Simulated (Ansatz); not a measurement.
CaF$_{2}$ (fluorite)

```
CaF2
1.0
    0.00000     2.75551     2.75551
    2.75551     0.00000     2.75551
    2.75551     2.75551     0.00000
Ca F
1 2
Direct
  0.00000   0.00000   0.00000
  0.25000   0.25000   0.25000
  0.75000   0.75000   0.75000
```

The slice is a {100} plane (indices of the conventional cell) through the point (0.000, 0.000, 0.000) (fractional), spanned by u = [100] and v = [0 1 -1] in vectors of this cell: u (3.90 Å) and v (3.90 Å, at 90° to u). It covers one period; positions are fractions (u, v).

All values below come from PBE (plane waves to 420 eV, PAW, scalar-relativistic; Ansatz, a quantum-chemistry and plane-wave program). k mesh 10×10×10. These are valence fields of a PAW run, semicore shells included where kept as valence: close to a nucleus they are smooth pseudo fields. CaF2 was relaxed with its symmetry unable to fall. The PAW data are Ansatz's earlier set.

Three fields on this plane, each scaled to ten steps between its own extremes (0 low, 9 high; the total valence density on a logarithmic scale, the potential cut 8 eV below its top; x marks points blanked near nuclei; v = 0 in the bottom row):

Map A
```
|xxxxxxxx2000000000002xxxxxxx|
|xxxxxxx720000000000027xxxxxx|
|xxxxxxx510000000000015xxxxxx|
|xxxxxx93000000000000039xxxxx|
|xxxxxx51000000000000015xxxxx|
|xxxx952000000000000000259xxx|
|xx7531000000000000000001357x|
|2211000000000000000000000112|
|0000000000000000000000000000|
|0000000000000000000000000000|
|0000000000000000000000000000|
|0000000000000000000000000000|
|0000000000000000000000000000|
|0000000000000000000000000000|
|0000000000000000000000000000|
|0000000000000000000000000000|
|0000000000000000000000000000|
|0000000000000000000000000000|
|0000000000000000000000000000|
|2211000000000000000000000112|
|xx7531000000000000000001357x|
|xxxx952000000000000000259xxx|
|xxxxxx51000000000000015xxxxx|
|xxxxxx93000000000000039xxxxx|
|xxxxxxx510000000000015xxxxxx|
|xxxxxxx720000000000027xxxxxx|
|xxxxxxxx2000000000002xxxxxxx|
|xxxxxxxx2000000000002xxxxxxx|
```

Map B
```
|xxxxxxxx0367899987630xxxxxxx|
|xxxxxxx004678999876400xxxxxx|
|xxxxxxx014689999986410xxxxxx|
|xxxxxx00357899999875300xxxxx|
|xxxxxx01467899999876410xxxxx|
|xxxx001356789999987653100xxx|
|xx0001356789999999876531000x|
|0001345678899999998876543100|
|3344566788999999999887665443|
|6666777889999999999988777666|
|7778888999999999999999888877|
|8899999999999999999999999998|
|9999999999999999999999999999|
|9999999999999999999999999999|
|9999999999999999999999999999|
|8899999999999999999999999998|
|7778888999999999999999888877|
|6666777889999999999988777666|
|3344566788999999999887665443|
|0001345678899999998876543100|
|xx0001356789999999876531000x|
|xxxx001356789999987653100xxx|
|xxxxxx01467899999876410xxxxx|
|xxxxxx00357899999875300xxxxx|
|xxxxxxx014689999986410xxxxxx|
|xxxxxxx004678999876400xxxxxx|
|xxxxxxxx0367899987630xxxxxxx|
|xxxxxxxx0367899987630xxxxxxx|
```

Map C
```
|xxxxxxxx8766666666678xxxxxxx|
|xxxxxxx986666666666689xxxxxx|
|xxxxxxx976555666555679xxxxxx|
|xxxxxx98655555555555689xxxxx|
|xxxxxx87554444444445578xxxxx|
|xxxx987644444444444446789xxx|
|xx9987644333333333334467899x|
|8887654432222222222234456788|
|7766554322222222222223455667|
|6665544322111111111223445566|
|6665544322110000011223445566|
|6665544322100000001223445566|
|6666544322100000001223445666|
|6666544322100000001223445666|
|6666544322100000001223445666|
|6665544322100000001223445566|
|6665544322110000011223445566|
|6665544322111111111223445566|
|7766554322222222222223455667|
|8887654432222222222234456788|
|xx9987644333333333334467899x|
|xxxx987644444444444446789xxx|
|xxxxxx87554444444445578xxxxx|
|xxxxxx98655555555555689xxxxx|
|xxxxxxx976555666555679xxxxxx|
|xxxxxxx986666666666689xxxxxx|
|xxxxxxxx8766666666678xxxxxxx|
|xxxxxxxx8766666666678xxxxxxx|
```

Assign the maps to these fields: electron localisation function (ELF); valence electron density; electrostatic potential energy of an electron, from the cell's mean.

A is the electron localisation function (ELF); B is the electrostatic potential energy of an electron, from the cell's mean; C is the valence electron density.
